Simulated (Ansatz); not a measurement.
# Notes on Lu2Si2Ge

```
Lu Si Ge
1.0
     0.00000    0.00000    4.06910
     4.27963   -2.87919    2.03455
     4.27963    2.87919   -2.03455
Lu Si Ge
2 2 1
Cartesian
  6.0867 0.0000 2.0346
  2.4725 0.0000 2.0346
  4.2796 -1.2133 4.0691
  4.2796 1.2133 0.0000
  0.0000 0.0000 0.0000
```

The numbers come from plane-wave PAW DFT (Ansatz): PBEsol, no spin polarisation, 420 eV, 8×8×8 Γ-centred k points, fermi-dirac occupations (width 0.1 eV). Nothing was relaxed.

Charges: Bader charges in e: Lu +1.38, Si -1.09, Ge -0.58. In the mean Lu gives up most and Si takes most.
Formation energy: -0.65 eV an atom against the elements' usual phases (free molecules for gases, crystals otherwise, with no correction for O₂ or N₂), so it is bound against them; other compounds may still compete. Relaxing would lower it.
Stress: The pressure is -5.9 GPa (compression positive), so with the atoms held at these fractions the cell would first shrink. The principal stresses -9.9, -5.5, -2.3 GPa differ, so its shape would change too.
Forces: The largest is on Si3 (and as large on other atoms): 0.48 eV/Å, components (0.00, 0.48, 0.00). It makes 0° with the line to a nearest neighbour, Si4 at 2.43 Å, pointing towards it.
At the Fermi level: It is a metal, with about 1.5 states/eV a cell as the mean within 0.25 eV of the Fermi level, mostly Lu d (50 %) and Si p (20 %).

Origin: a known structure type with other elements, at an estimated volume, so it need not be a known compound.
